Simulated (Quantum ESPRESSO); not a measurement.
# Mo3Cu3Ti2: one run as intended and one with a planted mistake

Computed values, not a measurement. The program is pw.x of Quantum ESPRESSO 7.5 (plane-wave density functional theory). The cell is made up: eight metal atoms on a face-centred cubic lattice, with elements, volume, strain and displacements drawn at random and not relaxed, so it may be unstable or far from any real phase. PseudoDojo standard norm-conserving files set the functional (PBE unless stated); there is no spin polarisation or spin-orbit coupling, the Fermi-Dirac width of 0.25 eV means electrons at about 2900 K, and the masses in the input are unused placeholders. The copper pseudopotential is less sure than most, with forces differing by about three percent and pressure by about two GPa from a second method on plain copper. A spin test at this wide smearing found no moment, but such smearing suppresses magnetism that the real alloy may have.

Intended input:

```
&control calculation='scf', pseudo_dir='./dojo.nc.sr.pbe.v0_5.standard.upf', outdir='./o', disk_io='minimal', tprnfor=.true., tstress=.true. /
&system ibrav=0, nat=8, ntyp=3, nbnd=76, ecutwfc=92.02030273, nosym=.true., tot_charge=0,
 occupations='smearing', smearing='fd', degauss=0.0183746611
/
&electrons conv_thr=1.470e-08, electron_maxstep=70, mixing_beta=0.5 /
ATOMIC_SPECIES
Cu 1.0 Cu.upf
Mo 1.0 Mo.upf
Ti 1.0 Ti.upf
CELL_PARAMETERS angstrom
-0.0021 -0.0077 -3.7279
3.8217 -0.0534 0.0021
0.1069 -7.6601 -0.0155
ATOMIC_POSITIONS angstrom
Mo -0.095 0.0258 -0.0405
Cu 0.0688 -3.7516 -0.0707
Ti 1.9107 -1.9732 -0.0602
Mo 2.0126 -5.8016 0.0002
Cu 0.0401 -1.9572 -1.9546
Ti 0.0498 -5.7205 -1.7973
Mo 1.9442 -0.0372 -1.8905
Cu 1.9927 -3.81 -1.9731
K_POINTS automatic
6 6 3 1 1 1
```

The log is shortened where brackets say so; the opening notice, blank lines, dates and the lines on written files are dropped, and the path of the files is cut. It prints rydbergs, bohrs and kilobars, and counts compression as positive stress. Its total energy is the free energy E - TS of the whole cell.

Log of the intended run:

```
     Program PWSCF v.7.5
     Parallel version (MPI & OpenMP), running on       4 processor cores
     Number of MPI processes:                 4
     Threads/MPI process:                     1
     [start-up lines left out]
     bravais-lattice index     =            0
     lattice parameter (alat)  =       7.0447  a.u.
     unit-cell volume          =     736.3177 (a.u.)^3
     number of atoms/cell      =            8
     number of atomic types    =            3
     number of electrons       =       123.00
     number of Kohn-Sham states=           76
     kinetic-energy cutoff     =      92.0203  Ry
     charge density cutoff     =     368.0812  Ry
     scf convergence threshold =      1.5E-08
     mixing beta               =       0.5000
     number of iterations used =            8  plain     mixing
     Exchange-correlation= PBE
                           (   1   4   3   4   0   0   0)
     [axes and pseudopotential details left out]
   Cartesian axes
     site n.     atom                  positions (alat units)
         1        Mo     tau(   1) = (  -0.0254835   0.0069208  -0.0108640  )
         2        Cu     tau(   2) = (   0.0184554  -1.0063552  -0.0189651  )
         3        Ti     tau(   3) = (   0.5125394  -0.5293048  -0.0161485  )
         4        Mo     tau(   4) = (   0.5398738  -1.5562614   0.0000536  )
         5        Cu     tau(   5) = (   0.0107567  -0.5250129  -0.5243154  )
         6        Ti     tau(   6) = (   0.0133587  -1.5345065  -0.4821202  )
         7        Mo     tau(   7) = (   0.5215257  -0.0099788  -0.5071208  )
         8        Cu     tau(   8) = (   0.5345356  -1.0220208  -0.5292780  )
     number of k points=    54  Fermi-Dirac smearing, width (Ry)=  0.0184
                       cart. coord. in units 2pi/alat
        k(    1) = (   0.0802186  -0.0798231  -0.0832138), wk =   0.0370370
        k(    2) = (   0.0847532   0.2446854  -0.0838867), wk =   0.0370370
     [further k points left out]
     Dense  grid:    87771 G-vectors     FFT dimensions: (  45,  45,  90)
     Estimated max dynamical RAM per process >     326.17 MB
     Estimated total dynamical RAM >       1.21 GB
     Initial potential from superposition of free atoms
     starting charge     122.9916, renormalised to     123.0000
     Starting wfcs are   80 randomized atomic wfcs
     total cpu time spent up to now is        3.7 secs
     per-process dynamical memory:   258.0 Mb
     Self-consistent Calculation
     iteration #  1     ecut=    92.02 Ry     beta= 0.50
     Davidson diagonalization with overlap
     ethr =  1.00E-02,  avg # of iterations =  2.8
     total cpu time spent up to now is       12.8 secs
     total energy              =   -1776.63614508 Ry
     estimated scf accuracy    <      29.40215948 Ry
     iteration #  2     ecut=    92.02 Ry     beta= 0.50
     Davidson diagonalization with overlap
     ethr =  1.00E-02,  avg # of iterations =  4.9
     total cpu time spent up to now is       24.8 secs
     total energy              =   -1780.51706387 Ry
     estimated scf accuracy    <     259.97446068 Ry
     [iterations 3 to 20 left out]
     iteration # 21     ecut=    92.02 Ry     beta= 0.50
     Davidson diagonalization with overlap
     ethr =  3.34E-11,  avg # of iterations =  2.2
     total cpu time spent up to now is      181.0 secs
     total energy              =   -1796.66872620 Ry
     estimated scf accuracy    <       0.00000002 Ry
     iteration # 22     ecut=    92.02 Ry     beta= 0.50
     Davidson diagonalization with overlap
     ethr =  1.60E-11,  avg # of iterations =  2.0
     total cpu time spent up to now is      188.1 secs
     End of self-consistent calculation
     [lines on levels left out]
!    total energy              =   -1796.66872620 Ry
     estimated scf accuracy    <          6.4E-10 Ry
     smearing contrib. (-TS)   =      -0.10919385 Ry
     internal energy E=F+TS    =   -1796.55953235 Ry
     The total energy is F=E-TS. E is the sum of the following terms:
     one-electron contribution =    -844.43854695 Ry
     hartree contribution      =     496.30361108 Ry
     xc contribution           =    -237.24026991 Ry
     ewald contribution        =   -1211.18432658 Ry
     convergence has been achieved in  22 iterations
     Forces acting on atoms (cartesian axes, Ry/au):
     atom    1 type  2   force =     0.05766623   -0.09643090    0.00765543
     atom    2 type  1   force =    -0.00513726   -0.00308535    0.00717600
     atom    3 type  3   force =     0.00373556   -0.02318994   -0.00718255
     atom    4 type  2   force =    -0.02650244    0.08478363    0.01031632
     atom    5 type  1   force =    -0.00552656   -0.01747978    0.01157203
     atom    6 type  3   force =     0.02998918    0.13388080   -0.03329106
     atom    7 type  2   force =    -0.04944154   -0.08097887   -0.01297360
     atom    8 type  1   force =    -0.00478318    0.00250041    0.01672744
     Total force =     0.226388     Total SCF correction =     0.000163
     Computing stress (Cartesian axis) and pressure
          total   stress  (Ry/bohr**3)                   (kbar)     P=      193.20
   0.00122720   0.00020599   0.00000682          180.53       30.30        1.00
   0.00020599   0.00158648   0.00004095           30.30      233.38        6.02
   0.00000682   0.00004095   0.00112644            1.00        6.02      165.70
     init_run     :      3.47s CPU      3.60s WALL (       1 calls)
     electrons    :    180.77s CPU    184.39s WALL (       1 calls)
     forces       :      1.19s CPU      1.19s WALL (       1 calls)
     stress       :      4.00s CPU      4.00s WALL (       1 calls)
     [timing details left out]
     PWSCF        :   3m 9.56s CPU   3m13.32s WALL
     JOB DONE.
```

A second run has one planted mistake: one coordinate of one atom is wrong. The input lines that differ:

```
- Cu 1.9927 -3.81 -1.9731
+ Cu 1.9927 -3.95 -1.9731
```

Its log:

```
     Program PWSCF v.7.5
     Parallel version (MPI & OpenMP), running on       4 processor cores
     Number of MPI processes:                 4
     Threads/MPI process:                     1
     [start-up lines left out]
     bravais-lattice index     =            0
     lattice parameter (alat)  =       7.0447  a.u.
     unit-cell volume          =     736.3177 (a.u.)^3
     number of atoms/cell      =            8
     number of atomic types    =            3
     number of electrons       =       123.00
     number of Kohn-Sham states=           76
     kinetic-energy cutoff     =      92.0203  Ry
     charge density cutoff     =     368.0812  Ry
     scf convergence threshold =      1.5E-08
     mixing beta               =       0.5000
     number of iterations used =            8  plain     mixing
     Exchange-correlation= PBE
                           (   1   4   3   4   0   0   0)
     [axes and pseudopotential details left out]
   Cartesian axes
     site n.     atom                  positions (alat units)
         1        Mo     tau(   1) = (  -0.0254835   0.0069208  -0.0108640  )
         2        Cu     tau(   2) = (   0.0184554  -1.0063552  -0.0189651  )
         3        Ti     tau(   3) = (   0.5125394  -0.5293048  -0.0161485  )
         4        Mo     tau(   4) = (   0.5398738  -1.5562614   0.0000536  )
         5        Cu     tau(   5) = (   0.0107567  -0.5250129  -0.5243154  )
         6        Ti     tau(   6) = (   0.0133587  -1.5345065  -0.4821202  )
         7        Mo     tau(   7) = (   0.5215257  -0.0099788  -0.5071208  )
         8        Cu     tau(   8) = (   0.5345356  -1.0595754  -0.5292780  )
     number of k points=    54  Fermi-Dirac smearing, width (Ry)=  0.0184
                       cart. coord. in units 2pi/alat
        k(    1) = (   0.0802186  -0.0798231  -0.0832138), wk =   0.0370370
        k(    2) = (   0.0847532   0.2446854  -0.0838867), wk =   0.0370370
     [further k points left out]
     Dense  grid:    87771 G-vectors     FFT dimensions: (  45,  45,  90)
     Estimated max dynamical RAM per process >     326.17 MB
     Estimated total dynamical RAM >       1.21 GB
     Initial potential from superposition of free atoms
     starting charge     122.9916, renormalised to     123.0000
     Starting wfcs are   80 randomized atomic wfcs
     total cpu time spent up to now is        3.8 secs
     per-process dynamical memory:   258.0 Mb
     Self-consistent Calculation
     iteration #  1     ecut=    92.02 Ry     beta= 0.50
     Davidson diagonalization with overlap
     ethr =  1.00E-02,  avg # of iterations =  2.9
     total cpu time spent up to now is       13.3 secs
     total energy              =   -1776.96488979 Ry
     estimated scf accuracy    <      28.94733876 Ry
     iteration #  2     ecut=    92.02 Ry     beta= 0.50
     Davidson diagonalization with overlap
     ethr =  1.00E-02,  avg # of iterations =  4.8
     total cpu time spent up to now is       25.9 secs
     total energy              =   -1780.70194150 Ry
     estimated scf accuracy    <     254.74039388 Ry
     [iterations 3 to 20 left out]
     iteration # 21     ecut=    92.02 Ry     beta= 0.50
     Davidson diagonalization with overlap
     ethr =  6.01E-11,  avg # of iterations =  3.5
     total cpu time spent up to now is      181.6 secs
     total energy              =   -1796.66248458 Ry
     estimated scf accuracy    <       0.00000002 Ry
     iteration # 22     ecut=    92.02 Ry     beta= 0.50
     Davidson diagonalization with overlap
     ethr =  1.89E-11,  avg # of iterations =  2.6
     total cpu time spent up to now is      189.3 secs
     End of self-consistent calculation
     [lines on levels left out]
!    total energy              =   -1796.66248458 Ry
     estimated scf accuracy    <          8.5E-09 Ry
     smearing contrib. (-TS)   =      -0.10933694 Ry
     internal energy E=F+TS    =   -1796.55314764 Ry
     The total energy is F=E-TS. E is the sum of the following terms:
     one-electron contribution =    -837.18544108 Ry
     hartree contribution      =     492.66401331 Ry
     xc contribution           =    -237.25078030 Ry
     ewald contribution        =   -1214.78093957 Ry
     convergence has been achieved in  22 iterations
     Forces acting on atoms (cartesian axes, Ry/au):
     atom    1 type  2   force =     0.05774275   -0.09911477    0.00777704
     atom    2 type  1   force =    -0.00496360   -0.00287349    0.00716031
     atom    3 type  3   force =     0.00411535   -0.03320870   -0.00553197
     atom    4 type  2   force =    -0.02744896    0.07202360    0.00602988
     atom    5 type  1   force =    -0.00697584   -0.02241754    0.01145779
     atom    6 type  3   force =     0.03065950    0.12322075   -0.03325237
     atom    7 type  2   force =    -0.04948435   -0.08279176   -0.01269398
     atom    8 type  1   force =    -0.00364486    0.04516191    0.01905330
     Total force =     0.224103     Total SCF correction =     0.000283
     Computing stress (Cartesian axis) and pressure
          total   stress  (Ry/bohr**3)                   (kbar)     P=      198.96
   0.00127027   0.00019460   0.00000616          186.86       28.63        0.91
   0.00019460   0.00164187   0.00006178           28.63      241.53        9.09
   0.00000616   0.00006178   0.00114536            0.91        9.09      168.49
     init_run     :      3.63s CPU      3.77s WALL (       1 calls)
     electrons    :    181.59s CPU    185.53s WALL (       1 calls)
     forces       :      1.22s CPU      1.22s WALL (       1 calls)
     stress       :      4.14s CPU      4.14s WALL (       1 calls)
     [timing details left out]
     PWSCF        :   3m10.66s CPU   3m14.74s WALL
     JOB DONE.
```

```
                                            intended run  run with the mistake
                          free energy (eV)    -24444.923            -24444.838
         entropy term -TS, part of it (eV)        -1.486                -1.488
                            pressure (GPa)         19.32                 19.90
size of the largest force component (eV/Å)         3.442                 3.168
largest change of a force component (eV/Å)                               1.097
                                iterations            22                    22
```

For scale, a rerun of the intended cell at a higher cutoff and on a denser mesh moved values by no more than 0.007 eV in energy, 0.06 GPa in stress and 0.020 eV/Å in force, and a second program with other atomic files agreed on that cell to 2 % rms in force and 0.5 GPa in pressure.